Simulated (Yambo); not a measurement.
**GeF$_{4}$: sweep of GW parameters**

G0W0@PBEsol for GeF$_{4}$ (space group I-43m, No. 217) in Yambo. Reference settings: 4×4×4 Γ-centred k mesh, 176 bands and a 6 Ry block in the screening, 176 bands in G with the Bruneval-Gonze terminator, plasmon pole fitted at 27.2 eV. The PBEsol gap H → Γ on this mesh is 5.30 eV; G0W0 gaps are taken between the same points.

```csv
change from the reference,G0W0 gap H → Γ (eV),shift of the valence edge (eV)
reference settings,9.97,-2.75
120 bands in G,9.98,-2.74
3 Ry block,10.36,-3.16
2×2×2 mesh,10.00,-2.68
```

The reference isn't shown to be the converged limit.

The standard potential for Ge keeps a d shell in the valence without the s and p states of that shell. In tests on such compounds this moved G0W0 gaps by up to about 0.9 eV, so absolute quasiparticle energies here are unreliable; differences between settings are what counts.

Spin-orbit coupling is included.

Geometry of the Materials Project entry, not relaxed at this level; primitive cell a = 4.600 Å, b = 4.600 Å, c = 4.600 Å, α = 109.47°, β = 109.47°, γ = 109.47°.

A shift is the quasiparticle energy of the state minus its PBEsol energy.
